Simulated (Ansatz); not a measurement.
ScSi:
```yaml
crystal:
  lattice:
    - [1.95646, -4.86544, 0.00000]
    - [1.95646, 4.86544, 0.00000]
    - [0.00000, 0.00000, 3.60683]
  atoms:
    - { symbol: Sc, position: [0.13888, 0.86112, 0.75000] }
    - { symbol: Sc, position: [0.86112, 0.13888, 0.25000] }
    - { symbol: Si, position: [0.41812, 0.58188, 0.75000] }
    - { symbol: Si, position: [0.58188, 0.41812, 0.25000] }
```

Relaxed with LDA. Special points in fractions of this cell's reciprocal vectors: Γ (0.000, 0.000, 0.000); Y (-0.500, 0.500, 0.000); C0 (-0.290, 0.710, 0.000); Σ0 (0.290, 0.290, 0.000); Z (0.000, 0.000, 0.500); A0 (0.290, 0.290, 0.500); E0 (-0.290, 0.710, 0.500); T (-0.500, 0.500, 0.500); S (0.000, 0.500, 0.000); R (0.000, 0.500, 0.500).

Problem. List the band energies nearest the Fermi level at these points for DFT-LDA in the program Ansatz with PAW potentials.

Solution. In eV from the Fermi level; about four levels below and three above (degenerate sets whole), none deeper than 8.9 eV; points with the same levels are listed once.

```csv
k,below,above
Γ,-3.16 -2.13 -1.43 -1.20,0.09 0.79 1.46
Y,-1.75 -1.64 -1.02 -0.51,1.26 1.36 1.83
C0,-4.94 -2.15 -2.01 -1.84,0.48 0.73 1.37
Z,-1.80 -1.80 -1.16 -1.16,2.89 2.89 3.27 3.27
A0,-2.52 -2.52 -0.28 -0.28,2.09 2.09 3.35 3.35
T,-1.38 -1.38 -0.06 -0.06,1.48 1.48 2.39 2.39
S,-4.39 -3.12 -2.14 -1.62,0.29 0.82 1.52
R,-2.50 -2.50 -0.60 -0.60,2.55 2.55 3.32 3.32
```

Space group Cmcm. The workflow started from a Materials Project entry (that database holds measured and hypothetical structures alike); the Crystallography Open Database copy checked does not list it. Whether it is the stable phase at ambient conditions was not checked. Symmetry was held in the LDA relaxation; of distortions, only those at the zone centre were tested. The run is not spin-polarised.

Potentials: the later of the program's two PAW sets.
